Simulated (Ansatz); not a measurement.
MoS2:
```
MoS2
1.0
    3.12776     0.00000     0.00000
   -1.56388     2.70872     0.00000
    0.00000     0.00000    12.19935
Mo S
2 4
Cartesian
  0.00000   0.00000   3.04984
  0.00000   0.00000   9.14951
  0.00000   1.80582   4.60082
  1.56388   0.90291   7.59853
  1.56388   0.90291  10.70049
  0.00000   1.80582   1.49885
```

Cartesian axes are those of the cell as given.

Q: Give the high-frequency dielectric tensor and the Born effective charge tensors of the independent atoms from DFPT, plane-wave PAW LDA (Ansatz code).

A: 
ε∞:
```
15.4  0.00  0.00
0.00  15.4  0.00
0.00  0.00  7.06
```
Z* of atom 1 (Mo), rows: field, columns: displacement, in e:
```
-1.12   0.00   0.00
 0.00  -1.12   0.00
 0.00   0.00  -0.66
```
Z* of atom 3 (S), rows: field, columns: displacement, in e:
```
0.56  0.00  0.00
0.00  0.56  0.00
0.00  0.00  0.33
```

Space group P6_3/mmc. The workflow started from a Materials Project entry (that database holds measured and hypothetical structures alike). Its sites differ from those of the usual phase in this space group: another stacking or structure type. Symmetry was held in the LDA relaxation; its stability against distortions is not shown here. The run is not spin-polarised. A crystal of weakly bound layers computed without a dispersion correction: the cell and the soft elastic constants depend strongly on that. Spin–orbit coupling is left out wherever it is not named.

Potentials: the earlier of the program's two PAW sets.
